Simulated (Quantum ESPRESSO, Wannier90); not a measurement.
## InP (zinc blende): Wannier90 run

```xyz
2
Lattice="0.0000 2.9520 2.9520 2.9520 0.0000 2.9520 2.9520 2.9520 0.0000" Properties=species:S:1:pos:R:3 pbc="T T T"
In     0.0000     0.0000     0.0000
P     -1.4760    -1.4760    -1.4760
```

Materials Project entry mp-20351; symmetrised, unrelaxed at this level. COD (Crystallography Open Database) has an entry of this formula and space group (matched by these alone). Computed values, not measurements, from PBEsol: Quantum ESPRESSO (norm-conserving PseudoDojo potentials, cutoff 56 Ry, no spin polarisation, no spin-orbit coupling) on a Γ-centred 8×8×8 mesh, then Wannier90. Density: 10×10×10 mesh, cold smearing 0.01 Ry. Spin-orbit coupling is left out although heavy elements are present.

Functional, cutoff and mesh named above are those of the base row (PBEsol); the first column says what each row takes instead. Model: 4 functions from bands 6-9, start SCDM (isolated) (the valence bands). Energies are relative to the valence-band maximum; the misfit is to pw.x on a path, for all bands of the set. The functional changes, each with its own PseudoDojo files and their cutoffs, on the same cell. Ω_total can sit in another minimum from row to row; Ω_I of an isolated set cannot.

| functional | Ω_I (Å²) | Ω_total (Å²) | rms misfit (meV) | gap (eV) | bottom of band 6 (eV) |
|---|---|---|---|---|---|
| LDA | 8.79 | 9.44 | 28 | 0.37 | -11.41 |
| PBE | 8.55 | 9.19 | 22 | 0.59 | -11.37 |
| PBEsol | 8.70 | 9.35 | 25 | 0.49 | -11.40 |
